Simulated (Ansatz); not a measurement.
Data:

MgTe:
```
CELL_PARAMETERS angstrom
      0.00000     3.18427     3.18427
      3.18427     0.00000     3.18427
      3.18427     3.18427     0.00000
ATOMIC_POSITIONS crystal
  Mg 0.00000 0.00000 0.00000
  Te 0.25000 0.25000 0.25000
```

This is the LDA-relaxed structure.

Q: All from LDA (plane waves, PAW; program Ansatz), unless another level is named. Give the Young's modulus.

A: 33.2 GPa.

Q: What about the highest zone-centre frequency (without LO–TO term)?

A: 245 cm^-1.

Space group F-43m (zinc blende). The cell was relaxed with LDA under the symmetry of its start; of distortions, only those at the zone centre were tested. Spin–orbit coupling is left out wherever it is not named.

Potentials: the later of the program's two PAW sets.
